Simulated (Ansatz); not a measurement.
Re$_{2}$B:
```xyz
6
Lattice="3.5383 0.0000 0.0000 0.0000 3.5383 0.0000 0.0000 0.0000 5.9750" Properties=species:S:1:pos:R:3 pbc="T T T"
Re     0.0000     0.0000     0.0000
Re     1.7691     1.7691     0.0000
Re     1.7691     0.0000     2.0870
Re     0.0000     1.7691     3.8880
B      1.7691     0.0000     4.2517
B      0.0000     1.7691     1.7233
```

Relaxed with PBE. Special points in fractions of this cell's reciprocal vectors: Γ (0.000, 0.000, 0.000); X (0.000, 0.500, 0.000); M (0.500, 0.500, 0.000); Z (0.000, 0.000, 0.500); R (0.000, 0.500, 0.500); A (0.500, 0.500, 0.500).

Q: List the band energies nearest the Fermi level at these points for plane-wave PAW PBE (Ansatz code).

A: In eV from the Fermi level; about four levels below and three above (degenerate sets whole), none deeper than 8.9 eV; points with the same levels are listed once.

| k | below | above |
|---|---|---|
| Γ | -1.18 -0.70 -0.70 -0.37 | 0.18 1.74 1.93 1.93 |
| X | -0.64 -0.64 -0.50 -0.50 | 0.28 0.28 1.30 1.30 |
| M | -1.26 -1.26 -0.76 -0.76 | 0.06 0.06 0.06 0.06 |
| Z | -1.67 -1.67 -1.45 -1.35 -0.12 | 0.07 0.07 0.51 |
| R | -1.32 -1.32 -0.81 -0.81 | 0.53 0.53 1.56 1.56 |
| A | -2.59 -2.59 -0.21 -0.21 | 0.03 0.03 0.43 0.43 |

Space group P4/nmm. The cell is a constructed one: a structure type filled with these elements; neither database checked (COD, Materials Project) lists it. Whether it is the stable phase at ambient conditions was not checked. The cell was relaxed with PBE under the symmetry of its start; its stability against distortions is not shown here. The run is not spin-polarised. Scalar-relativistic: spin–orbit coupling is off unless named, which matters more the heavier the elements.

Potentials: the earlier of the program's two PAW sets.
